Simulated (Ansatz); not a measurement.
TaAl:
```cif
data_AlTa
_chemical_formula_sum 'Ta1 Al1'
_space_group_name_H-M_alt 'Pm-3m'
_space_group_IT_number 221
_space_group_name_Hall '-P 4 2 3'
_cell_length_a 3.20786
_cell_length_b 3.20786
_cell_length_c 3.20786
_cell_angle_alpha 90.000
_cell_angle_beta 90.000
_cell_angle_gamma 90.000
loop_
_atom_site_label
_atom_site_type_symbol
_atom_site_symmetry_multiplicity
_atom_site_Wyckoff_symbol
_atom_site_fract_x
_atom_site_fract_y
_atom_site_fract_z
_atom_site_occupancy
Ta1 Ta 1 a 0.00000 0.00000 0.00000 1
Al1 Al 1 b 0.50000 0.50000 0.50000 1
```

Relaxed with r²SCAN.

Q: Tabulate the valence density and the electron localisation function along the shortest Ta–Ta contact (3.21 Å), DFT-r²SCAN in the program Ansatz with PAW potentials.

A: 

| distance from Ta (Å) | density (e/Å³) | ELF |
|---|---|---|
| 0.32 | 4.43 | 0.39 |
| 0.48 | 4.34 | 0.69 |
| 0.64 | 3.17 | 0.76 |
| 0.80 | 1.74 | 0.65 |
| 0.96 | 0.79 | 0.40 |
| 1.12 | 0.42 | 0.26 |
| 1.28 | 0.31 | 0.32 |
| 1.44 | 0.27 | 0.45 |
| 1.60 | 0.26 | 0.51 |
| 1.76 | 0.27 | 0.45 |
| 1.92 | 0.31 | 0.32 |
| 2.09 | 0.42 | 0.26 |
| 2.25 | 0.79 | 0.40 |
| 2.41 | 1.74 | 0.65 |
| 2.57 | 3.17 | 0.76 |
| 2.73 | 4.34 | 0.69 |
| 2.89 | 4.43 | 0.39 |

The density is the valence pseudo-density with augmentation charge, so density and ELF within about 1 Å of a nucleus are not all-electron values.

The start of the workflow was typed in or built on a structure type; neither database checked (COD, Materials Project) lists it. Its standing as an ambient phase is unchecked. Symmetry was held in the r²SCAN relaxation. At this level the phase is mechanically unstable. No spin polarisation was allowed. Scalar-relativistic: spin–orbit coupling is off unless named, which matters more the heavier the elements.

Potentials: the later of the program's two PAW sets.
